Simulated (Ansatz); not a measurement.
One stationary structure of NaZnF3. Computed with r2SCAN (plane waves to 500 eV, PAW, scalar-relativistic; Ansatz, an electronic-structure program).

```
CELL_PARAMETERS angstrom
      5.58590     0.00000     0.00000
      0.00000     7.71957     0.00000
      0.00000     0.00000     5.36185
ATOMIC_POSITIONS crystal
  Na 0.43842 0.25000 0.98180
  Na 0.93842 0.25000 0.51820
  Na 0.56158 0.75000 0.01820
  Na 0.06158 0.75000 0.48180
  Zn 0.00000 0.00000 0.00000
  Zn 0.50000 0.50000 0.50000
  Zn 0.00000 0.50000 0.00000
  Zn 0.50000 0.00000 0.50000
  F  0.03930 0.25000 0.10890
  F  0.53930 0.25000 0.39110
  F  0.96070 0.75000 0.89110
  F  0.46070 0.75000 0.60890
  F  0.30017 0.55689 0.19550
  F  0.80017 0.94311 0.30450
  F  0.69983 0.05689 0.80450
  F  0.19983 0.44311 0.69550
  F  0.69983 0.44311 0.80450
  F  0.19983 0.05689 0.69550
  F  0.30017 0.94311 0.19550
  F  0.80017 0.55689 0.30450
```

Task: Find the space group and the Wyckoff positions (tolerance 0.01 Å).

Result: Space group Pnma (No. 62); a = 5.586 Å, b = 7.720 Å, c = 5.362 Å, α = β = γ = 90.00°

| atom | site | symmetry | x | y | z |
|---|---|---|---|---|---|
| Na | 4c | .m. | 0.0616 | 0.7500 | 0.4818 |
| Zn | 4a | -1 | 0.0000 | 0.0000 | 0.0000 |
| F | 4c | .m. | 0.0393 | 0.2500 | 0.1089 |
| F | 8d | 1 | 0.1998 | 0.0569 | 0.6955 |

This is the AFLOW prototype AB3C_oP20_62_c_cd_a (as in CaTiO3).

Task: Give the shortest distances between elements (the closest pairs, up to four, under 3.6 Å).

Result: F–Zn 2.03 Å; F–Na 2.27 Å; F–F 2.82 Å; Na–Zn 3.12 Å.

```json
{
 "volume_per_atom": "11.56 Å³",
 "band_gap": "4.64 eV, direct at Γ (no spin-orbit coupling)"
}
```

No spin polarisation in the result.

The run could not lose the symmetry of its start.

The first start was generated by placing the elements on the sites of a structure type. A measured structure of NaZnF3 has the same space group, Pnma (No. 62); the sites were not compared with it.
